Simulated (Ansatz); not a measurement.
Data:

Rb2PtF6:
```cif
data_F6PtRb2
_chemical_formula_sum 'Rb2 Pt1 F6'
_space_group_name_H-M_alt 'P 1'
_space_group_IT_number 1
_cell_length_a 5.78600
_cell_length_b 5.78600
_cell_length_c 4.58379
_cell_angle_alpha 90.000
_cell_angle_beta 90.000
_cell_angle_gamma 120.000
loop_
_space_group_symop_operation_xyz
  'x, y, z'
loop_
_atom_site_label
_atom_site_type_symbol
_atom_site_fract_x
_atom_site_fract_y
_atom_site_fract_z
_atom_site_occupancy
Rb1 Rb 0.33333 0.66667 0.71254 1
Rb2 Rb 0.66667 0.33333 0.28746 1
Pt1 Pt 0.00000 0.00000 0.00000 1
F1 F 0.83755 0.16245 0.77382 1
F2 F 0.16245 0.83755 0.22618 1
F3 F 0.83755 0.67511 0.77382 1
F4 F 0.16245 0.32489 0.22618 1
F5 F 0.32489 0.16245 0.77382 1
F6 F 0.67511 0.83755 0.22618 1
```

This is the LDA-relaxed structure.

Q: All from DFT-LDA in the program Ansatz with PAW potentials, unless another level is named. Estimate the zero-point energy.

A: 46.5 meV/atom.

Q: What about the Hill bulk and shear moduli?

A: 39.7 and 18.2 GPa.

Q: Give the highest zone-centre frequency (without LO–TO term).

A: 600 cm⁻¹.

Space group P-3m1. The workflow started from a Materials Project entry (that database holds measured and hypothetical structures alike); the Crystallography Open Database copy checked does not list it. Its standing as an ambient phase is unchecked. The LDA relaxation kept the symmetry of its start; phonons on a q-mesh show no instability. No spin polarisation was allowed. Scalar-relativistic: spin–orbit coupling is off unless named, which matters more the heavier the elements.

Potentials: the later of the program's two PAW sets.
